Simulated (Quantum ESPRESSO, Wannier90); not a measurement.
SiNi2 (P6₃/mmc): Wannier90 run

Structure: Materials Project mp-507, symmetrised, not relaxed again. COD (Crystallography Open Database) has the formula in 2 space groups, this one among them (matched by group alone). Method: PBEsol plane waves in Quantum ESPRESSO 7.5 (PseudoDojo norm-conserving files, 79 Ry, no spin polarisation, no spin-orbit coupling), Bloch states on a 4×4×4 mesh through Γ, Wannier90 4.0.1. Density: 12×12×6 mesh, cold smearing 0.01 Ry. A non-magnetic state is assumed; magnetic ones were not tried.

On the energy scale of pw.x, whose zero is arbitrary, the Fermi level lies at 17.89 eV.

Input w.win:

```
num_bands = 2
num_wann = 2
exclude_bands = 3-80
num_iter = 1000
conv_tol = 1.0e-6
conv_window = 4
write_hr = true
write_u_matrices = true
auto_projections = true
begin unit_cell_cart
ang
    3.8726101563    0.0000000000    0.0000000000
   -1.9363050782    3.3537787743    0.0000000000
    0.0000000000    0.0000000000    4.9162100000
end unit_cell_cart
begin atoms_frac
Si  -0.3333333333  0.3333333333  0.2500000000
Si   0.3333333333 -0.3333333333 -0.2500000000
Ni   0.3333333333 -0.3333333333  0.2500000000
Ni  -0.3333333333  0.3333333333 -0.2500000000
Ni   0.0000000000  0.0000000000  0.5000000000
Ni   0.0000000000  0.0000000000  0.0000000000
end atoms_frac
mp_grid = 4 4 4
begin kpoints
0.0000000000 0.0000000000 0.0000000000
0.0000000000 0.0000000000 0.2500000000
0.0000000000 0.0000000000 0.5000000000
... (61 more lines: the 4x4x4 mesh through Gamma)
end kpoints
```

Input of pw2wannier90.x that gives the overlap and projection files (equivalent; here they were cut from one run over all bands):

```
&inputpp
  outdir = './out'
  prefix = 'pwscf'
  seedname = 'w'
  write_amn = .true.
  write_mmn = .true.
  scdm_proj = .true.
  scdm_entanglement = 'isolated'
/
```

Output w.wout (banner and timings cut):

```
                                    ------
                                    SYSTEM
                                    ------

                              Lattice Vectors (Ang)
                    a_1     3.872610   0.000000   0.000000
                    a_2    -1.936305   3.353779   0.000000
                    a_3     0.000000   0.000000   4.916210

                   Unit Cell Volume:      63.85113  (Ang^3)

                        Reciprocal-Space Vectors (Ang^-1)
                    b_1     1.622468   0.936732  -0.000000
                    b_2     0.000000   1.873464   0.000000
                    b_3     0.000000  -0.000000   1.278055

 *----------------------------------------------------------------------------*
 |   Site       Fractional Coordinate          Cartesian Coordinate (Ang)     |
 +----------------------------------------------------------------------------+
 | si   1  -0.33333   0.33333   0.25000   |   -1.93631   1.11793   1.22905    |
 | si   2   0.33333  -0.33333  -0.25000   |    1.93631  -1.11793  -1.22905    |
 | ni   1   0.33333  -0.33333   0.25000   |    1.93631  -1.11793   1.22905    |
 | ni   2  -0.33333   0.33333  -0.25000   |   -1.93631   1.11793  -1.22905    |
 | ni   3   0.00000   0.00000   0.50000   |    0.00000   0.00000   2.45811    |
 | ni   4   0.00000   0.00000   0.00000   |    0.00000   0.00000   0.00000    |
 *----------------------------------------------------------------------------*
                                ------------
                                K-POINT GRID
                                ------------

             Grid size =  4 x  4 x  4      Total points =   64

 *---------------------------------- MAIN ------------------------------------*
 |  Number of Wannier Functions               :                 2             |
 |  Number of Objective Wannier Functions     :                 2             |
 |  Number of input Bloch states              :                 2             |
 |  Output verbosity (1=low, 5=high)          :                 1             |
 |  Timing Level (1=low, 5=high)              :                 1             |
 |  Optimisation (0=memory, 3=speed)          :                 3             |
 |  Length Unit                               :               Ang             |
 |  Post-processing setup (write *.nnkp)      :                 F             |
 |  Using Gamma-only branch of algorithms     :                 F             |
 *----------------------------------------------------------------------------*
 *------------------------------- WANNIERISE ---------------------------------*
 |  Total number of iterations                :              1000             |
 |  Number of CG steps before reset           :                 5             |
 |  Trial step length for line search         :             2.000             |
 |  Convergence tolerence                     :         0.100E-05             |
 |  Convergence window                        :                 4             |
 |  Iterations between writing output         :                 1             |
 |  Iterations between backing up to disk     :               100             |
 |  Write r^2_nm to file                      :                 F             |
 |  Write xyz WF centres to file              :                 F             |
 |  Write on-site energies <0n|H|0n> to file  :                 F             |
 |  Use guiding centre to control phases      :                 F             |
 |  Use phases for initial projections        :                 F             |
 *----------------------------------------------------------------------------*
 *-------------------------------- PLOTTING ----------------------------------*
 |  Plotting Hamiltonian in WF basis          :                 T             |
 *----------------------------------------------------------------------------*

       ... (k-mesh section left out)

 Starting a new Wannier90 calculation ...

 Reading overlaps from w.mmn

 Reading projections from w.amn

 *------------------------------- WANNIERISE ---------------------------------*
 +--------------------------------------------------------------------+<-- CONV
 | Iter  Delta Spread     RMS Gradient      Spread (Ang^2)            |<-- CONV
 +--------------------------------------------------------------------+<-- CONV

 ------------------------------------------------------------------------------
 Initial State
  WF centre and spread    1  (  1.936305, -1.117926,  1.229053 )     0.17239120
  WF centre and spread    2  ( -1.936305,  1.117926, -1.229052 )     0.17239120
  Sum of centres and spreads ( -0.000000,  0.000000,  0.000000 )     0.34478239

      0     0.345E+00     0.0000000000        0.3447823937  <-- CONV
        O_D=      0.0000003 O_OD=      0.0000002 O_TOT=      0.3447824 <-- SPRD
 ------------------------------------------------------------------------------
      1    -0.250E-07     0.0002617110        0.3447823687  <-- CONV
        O_D=      0.0000003 O_OD=      0.0000002 O_TOT=      0.3447824 <-- SPRD
      2    -0.379E-08     0.0000811902        0.3447823649  <-- CONV
        O_D=      0.0000003 O_OD=      0.0000002 O_TOT=      0.3447824 <-- SPRD
      3    -0.149E-08     0.0000450721        0.3447823634  <-- CONV
        O_D=      0.0000003 O_OD=      0.0000002 O_TOT=      0.3447824 <-- SPRD
      4    -0.274E-09     0.0000248522        0.3447823631  <-- CONV
        O_D=      0.0000003 O_OD=      0.0000002 O_TOT=      0.3447824 <-- SPRD
             <<<     Delta < 1.000E-06  over  4 iterations     >>>
             <<< Wannierisation convergence criteria satisfied >>>
 Final State
  WF centre and spread    1  (  1.936305, -1.117926,  1.229052 )     0.17239118
  WF centre and spread    2  ( -1.936305,  1.117926, -1.229053 )     0.17239118
  Sum of centres and spreads ( -0.000000,  0.000000, -0.000000 )     0.34478236

         Spreads (Ang^2)       Omega I      =     0.344781840
        ================       Omega D      =     0.000000313
                               Omega OD     =     0.000000210
    Final Spread (Ang^2)       Omega Total  =     0.344782363
```
